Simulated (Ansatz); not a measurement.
SiOs (CsCl type, Pm-3m) under volume change, PBEsol in the plane-wave PAW code Ansatz, scaled uniformly.

```
V (Å³/atom)  E − E(relaxed) (meV/atom)  P (GPa)
-----------  -------------------------  -------
11.492                           118.3    36.48
11.871                            49.4    22.20
12.250                            11.6    10.14
12.628                             0.0    -0.01
13.007                            10.2    -8.39
13.386                            38.7   -15.50
13.765                            82.8   -21.66
```

Task: What does a third-order Birch–Murnaghan fit give for V₀, B₀ and B′?

Result: V₀ = 12.63 Å³/atom, B₀ = 308 GPa, B′ = 4.8.

The first step of the workflow began from a Materials Project structure, measured or hypothetical; the Crystallography Open Database copy checked does not list it. COD files the formula under space group No. 198. Whether it is the stable phase at ambient conditions was not checked. The cell was relaxed with PBEsol under the symmetry of its start; its stability against distortions is not shown here. The run is not spin-polarised. Spin–orbit coupling is left out wherever it is not named.

Potentials: the later of the program's two PAW sets.
